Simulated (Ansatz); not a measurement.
A geometry of CsPbBr3 away from equilibrium: the start of the relaxation of a generated cell, CsPbBr3 built in the 2H-BaNiO3 structure type. These are r2SCAN (plane waves to 500 eV, PAW, scalar-relativistic; Ansatz, a first-principles code) values and carry that method's errors. Γ-centred k-mesh 3×3×3 on the run's cell (coarser than for final values), Fermi–Dirac smearing 0.05 eV.

```xyz
10
Lattice="8.7444 0.0000 0.0000 -4.3722 7.5729 0.0000 0.0000 0.0000 7.4708" Properties=species:S:1:pos:R:3 pbc="T T T"
Cs     0.0000     5.0486     5.6031
Cs     4.3722     2.5243     1.8677
Pb     0.0000     0.0000     0.0000
Pb     0.0000     0.0000     3.7354
Br     0.0000     2.2143     1.8677
Br     2.4546     6.4657     1.8677
Br    -2.4546     6.4657     1.8677
Br     4.3722     5.3586     5.6031
Br     1.9176     1.1072     5.6031
Br     6.8268     1.1072     5.6031
```

Problem. What forces act on the atoms (eV/Å)?

Solution. 
```
atom     Fx     Fy    Fz
----  -----  -----  ----
Cs1    0.00   0.00  0.00
Cs2    0.00   0.00  0.00
Pb3    0.00   0.00  0.00
Pb4    0.00   0.00  0.00
Br5    0.00   1.22  0.00
Br6   -1.05  -0.61  0.00
Br7    1.05  -0.61  0.00
Br8    0.00  -1.22  0.00
Br9    1.05   0.61  0.00
Br10  -1.05   0.61  0.00
```

Problem. What is the pressure?

Solution. +1.6 GPa, compression positive.

Problem. How far above the relaxed end point is this geometry?

Solution. 0.11 eV/atom; the path ends in P6₃/mmc (No. 194).

No spin polarisation in the result.

The run could not lower the symmetry of its start; a shaken copy of this end point relaxes with r2SCAN to P-1 (No. 2) at a tolerance of 0.01 Å, C2/m (No. 12) at 0.1 Å, 8 meV/atom lower.

The end of the path is a generated cell of CsPbBr3: the first start was made by placing the elements on the sites of a structure type, and the end was not matched to a known phase here, so it may be hypothetical. Known forms of CsPbBr3 include space group No. 62, 221.
